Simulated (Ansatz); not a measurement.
A generator proposed this cell of Ge₃Te₂S.

Space group P6mm (No. 183). a = 6.205 Å, b = 6.205 Å, c = 4.583 Å, α = 90.00°, β = 90.00°, γ = 120.00°
```
atom  site  symmetry       x       y       z
  Ge    3c       2mm  0.0000  0.5000  0.9950
  Te    2b       3m. 0.6667  0.3333  0.4961
   S    1a       6mm  0.0000  0.0000  0.1926
```

Computed with DFT PBE, scalar-relativistic, plane waves, PAW in Ansatz 0.2.0. Settings: cutoff 420 eV, Γ-centred mesh 3×3×4 on the computed 6-atom cell, Gaussian smearing of 0.10 eV; no spin polarisation.

Energies over the elements count from the elements' standard structures at the same level, with no fitted energy shifts.

Question: What does a single point on this coarse mesh give?

Answer: The pressure is 2.3 GPa (the mean over three directions, positive in compression), the largest force is 0.80 eV/Å, and the energy is +0.41 eV/atom against the elements. The shortest distance is 2.90 Å.

Question: Is it a good guess?

Answer: A fair one: relaxing gains about 0.11 eV/atom in 21 ionic steps and ends at +0.298 eV/atom on the finer mesh. The symmetry stays P6mm (No. 183). The volume per atom grows by 28.0 %, from 25.5 to 32.6 Å³. The shortest distance goes from 2.90 Å (Ge–Te) to 2.70 Å (Ge–Te). The ratio c/a of the conventional cell changes by a factor of 1.22. Conventional cell: a = 6.301 Å, c = 5.691 Å. Ge is surrounded by 2 Te at 2.70 Å, 4 Ge at 3.15 Å and 2 S at 3.17 Å; Te is surrounded by 3 Ge at 2.70 Å; S has 6 Ge at 3.17 Å (long contacts).

The last run used a 6×6×6 mesh for its 6-atom cell and Gaussian smearing of 0.02 eV. Weakly bound directions are ill-defined at this level, which has no dispersion term. These runs have no spin–orbit coupling, which can matter for Te. The reference forms of S and Te are held partly by dispersion forces, which this level lacks. The relaxation can't lower the symmetry of the start, and the grade says only how near the guess is to its own end. A structure relaxed within its symmetry needn't be a true minimum. Another cell of Ge3Te2S relaxed alike, in P-4m2, lies 172 meV/atom lower, so this cell isn't the stable form at this level.
